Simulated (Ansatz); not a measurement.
W$_{2}$N in space group P4/mmm (No. 123; W on 1a, W on 1d, N on 1c), the program Ansatz at the PBE level (PAW), all energies at zero smearing, with the estimated change up to a 700 eV cutoff added, with one set of potentials and settings (totals compare only within such a set). Cell of 3 atoms (2 W, 1 N): -21153.644 eV.

```json
[
 {"element": "W", "reference phase": "Im-3m, 1 atoms in the cell", "E (eV/atom)": "-10384.8193"},
 {"element": "N", "reference phase": "Pa-3, 8 atoms in the cell", "E (eV/atom)": "-384.0325"}
]
```

Formation energy per atom, worked out: (-21153.644 − 2×(-10384.8193) − 1×(-384.0325))/3 = 0.009 eV/atom (1 kJ per mol of atoms), at 0 K, without zero-point energy or fitted corrections.

The cell is a constructed one: a structure type filled with these elements; neither database checked (COD, Materials Project) lists it. Its standing as an ambient phase is unchecked. Symmetry was held in the PBE relaxation; whether a distortion lowers the energy is not shown. The run is not spin-polarised. The references are the lowest solids computed at this level, not always the standard phases (solids in place of the gases). Scalar-relativistic: spin–orbit coupling is off unless named, which matters more the heavier the elements.

Potentials: the later of the program's two PAW sets.
